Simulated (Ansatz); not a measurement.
NiAu:
```yaml
crystal:
  lattice:
    - [2.85431, 0.00000, 0.00000]
    - [0.00000, 2.85431, 0.00000]
    - [0.00000, 0.00000, 7.09989]
  atoms:
    - { symbol: Au, position: [0.00000, 0.50000, 0.34475] }
    - { symbol: Au, position: [0.50000, 0.00000, 0.65525] }
    - { symbol: Ni, position: [0.00000, 0.50000, 0.90674] }
    - { symbol: Ni, position: [0.50000, 0.00000, 0.09326] }
```
The run is spin-polarised; directions of the spins, atom by atom: 0 0 ↑ ↑.

Relaxed with PBE.

Problem. Which orbitals make up the states near the Fermi level in DFT-PBE in the program Ansatz with PAW potentials?

Solution. Within 0.5 eV of the Fermi level: Ni 3d 81 %, Au 5d 7 %. Projections are on Löwdin-orthogonalised atomic valence shells; empty p or d shells of many metals are not among them.

Problem. Tabulate the density of states.

Solution. States/eV per cell of 4 atoms, in 0.25 eV bins, energy from the Fermi level.

```
E (eV)  total  Au 5d  Ni 3d  Au 6s
------  -----  -----  -----  -----
-7.85    0.42   0.02   0.00   0.26
-7.60    0.52   0.04   0.00   0.30
-7.35    0.63   0.07   0.01   0.34
-7.10    0.82   0.15   0.01   0.41
-6.85    1.08   0.30   0.02   0.49
-6.60    2.04   0.98   0.05   0.69
-6.35    3.12   2.02   0.11   0.68
-6.10    4.29   3.14   0.17   0.59
-5.85    5.80   4.71   0.25   0.34
-5.60    5.06   4.19   0.22   0.17
-5.35    4.97   4.20   0.28   0.16
-5.10    4.12   3.44   0.28   0.14
-4.85    4.14   3.28   0.35   0.19
-4.60    6.92   5.71   0.63   0.22
-4.35    5.68   4.56   0.69   0.13
-4.10    7.17   5.30   1.21   0.19
-3.85    8.86   6.98   1.32   0.20
-3.60    6.41   4.90   0.92   0.25
-3.35    2.90   2.12   0.51   0.10
-3.10    5.40   3.58   1.52   0.11
-2.85    9.24   4.10   4.56   0.15
-2.60    6.48   2.36   3.55   0.17
-2.35    6.36   1.57   4.06   0.21
-2.10    5.87   1.80   3.42   0.23
-1.85    5.76   1.71   3.63   0.15
-1.60    6.10   1.53   4.15   0.15
-1.35    7.13   1.19   5.54   0.18
-1.10    9.43   1.25   7.73   0.19
-0.85   10.12   1.02   8.61   0.19
-0.60    9.65   0.75   8.49   0.16
-0.35    6.37   0.42   5.49   0.16
-0.10    4.35   0.30   3.57   0.17
0.15     3.71   0.24   2.95   0.18
0.40     1.83   0.17   1.06   0.21
0.65     1.51   0.16   0.68   0.23
0.90     1.40   0.15   0.52   0.25
1.15     1.30   0.13   0.41   0.25
1.40     1.21   0.11   0.32   0.25
1.65     1.15   0.10   0.27   0.24
1.90     1.10   0.09   0.22   0.23
2.15     1.06   0.08   0.18   0.22
2.40     0.96   0.06   0.15   0.19
2.65     0.87   0.05   0.12   0.17
2.90     0.88   0.05   0.11   0.17
3.15     0.88   0.04   0.09   0.17
3.40     0.87   0.04   0.08   0.16
3.65     0.80   0.03   0.07   0.15
3.90     0.80   0.03   0.06   0.17
4.15     1.30   0.06   0.10   0.37
4.40     1.49   0.06   0.11   0.42
4.65     1.30   0.05   0.08   0.33
```

Space group P4/nmm. The start of the workflow was typed in or built on a structure type; neither database checked (COD, Materials Project) lists it. Whether it is the stable phase at ambient conditions was not checked. Symmetry was held in the PBE relaxation; its stability against distortions is not shown here. Spin order of the final state: ferromagnetic, chosen from 2 collinear starts compared on coarse meshes (ties went to the first, and starts can fall back to one state), not a proven ground state. Spin–orbit coupling is left out wherever it is not named.

Potentials: the earlier of the program's two PAW sets.
